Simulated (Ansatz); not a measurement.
NiGe:
```cif
data_Ge4Ni4
_chemical_formula_sum 'Ni4 Ge4'
_space_group_name_H-M_alt 'P 1'
_space_group_IT_number 1
_cell_length_a 5.23027
_cell_length_b 3.43245
_cell_length_c 5.67516
_cell_angle_alpha 90.000
_cell_angle_beta 90.000
_cell_angle_gamma 90.000
loop_
_space_group_symop_operation_xyz
  'x, y, z'
loop_
_atom_site_label
_atom_site_type_symbol
_atom_site_fract_x
_atom_site_fract_y
_atom_site_fract_z
_atom_site_occupancy
Ni1 Ni 0.50716 0.25000 0.69029 1
Ni2 Ni 0.49284 0.75000 0.30971 1
Ni3 Ni 0.99284 0.75000 0.19029 1
Ni4 Ni 0.00716 0.25000 0.80971 1
Ge1 Ge 0.68993 0.25000 0.08986 1
Ge2 Ge 0.31007 0.75000 0.91014 1
Ge3 Ge 0.81007 0.75000 0.58986 1
Ge4 Ge 0.18993 0.25000 0.41014 1
```

This is the LDA-relaxed structure.

### Question
All from LDA in the plane-wave PAW code Ansatz, unless another level is named. Estimate the electronic character.

### Answer
metallic (no gap).

### Question
Give the formation energy from the elements (no fitted shifts).

### Answer
-37 kJ/mol of atoms.

### Question
And the density of states at the Fermi level?

### Answer
0.29 states/eV per atom (mean over ±0.08 eV).

Space group Pnma. Symmetry was held in the LDA relaxation. The run is not spin-polarised. The references are the lowest solids computed at this level, not always the standard phases. Spin–orbit coupling is left out wherever it is not named.

Potentials: the later of the program's two PAW sets.
